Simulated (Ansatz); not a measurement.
## What a trial cell of Sc2GeTe2 relaxes into

Method: Ansatz, DFT PBE, scalar-relativistic, plane waves, PAW. Cutoff 420 eV, Gaussian smearing, Γ-centred meshes. Cell and atoms relax first on a coarse mesh and then on a finer one. In between, the cell is made exact in the group found at 0.06 Å. In metals the finer mesh still leaves noise of several meV/atom or more. The steps can't lower the symmetry of their start. No spin polarisation in the relaxation; trial moments died out in a coarse test.

The guess for Sc2GeTe2 was made by a generator: random cell by space group and Wyckoff sites (P-6m2, No. 187). Its size is a rough estimate.

```
Sc Ge Te
1.0
     4.38888    0.00000    0.00000
    -2.19444    3.80088    0.00000
     0.00000    0.00000    8.77285
Sc Ge Te
2 1 2
Direct
  0.33333 0.66667 0.19969
  0.33333 0.66667 0.80031
  0.33333 0.66667 0.00000
  0.66667 0.33333 0.71942
  0.66667 0.33333 0.28058
```

Energies over the elements count from the elements' standard structures at the same level, with no fitted energy shifts.

Problem. Where does the relaxation end?

Solution. The symmetry stays P-6m2 (No. 187). The volume per atom grows by 31.8 %, from 29.3 to 38.6 Å³. The shortest distance goes from 1.75 Å (Sc–Ge) to 2.70 Å (Sc–Ge). The ratio c/a of the conventional cell changes by a factor of 1.57. The energy falls by about 2.8 eV/atom (the start's value is from the coarse mesh). Conventional cell: a = 4.144 Å, c = 12.967 Å. Sc has 1 Ge at 2.70 Å and 3 Te at 2.81 Å; Ge is surrounded by 2 Sc at 2.70 Å; Te is surrounded by 3 Sc at 2.81 Å.

```cif
data_structure
_symmetry_space_group_name_H-M 'P-6m2'
_symmetry_Int_Tables_number 187
_cell_length_a 4.1438
_cell_length_b 4.1438
_cell_length_c 12.9670
_cell_angle_alpha 90.000
_cell_angle_beta 90.000
_cell_angle_gamma 120.000
_cell_volume 192.83
loop_
_atom_site_label
_atom_site_type_symbol
_atom_site_symmetry_multiplicity
_atom_site_Wyckoff_symbol
_atom_site_fract_x
_atom_site_fract_y
_atom_site_fract_z
_atom_site_occupancy
Sc1 Sc 2 g 0.00000 0.00000 0.20835 1
Ge1 Ge 1 a 0.00000 0.00000 0.00000 1
Te1 Te 2 h 0.33333 0.66667 0.67848 1
```

Problem. Give its energy and gap.

Solution. The formation energy is −0.46 eV/atom and the gap on the 12×12×4 mesh of the 5-atom cell is 0 eV (a metal).

It lies below the elements, which doesn't yet make it stable against other compounds or structures.

The last run used Gaussian smearing of 0.10 eV. No dispersion correction is applied, so the spacing and binding between layers, chains or molecules are poorly described. Spin–orbit coupling, which can matter for Te, is left out. The reference form of Te is held partly by dispersion forces, which this level lacks. A structure relaxed within its symmetry needn't be a true minimum.
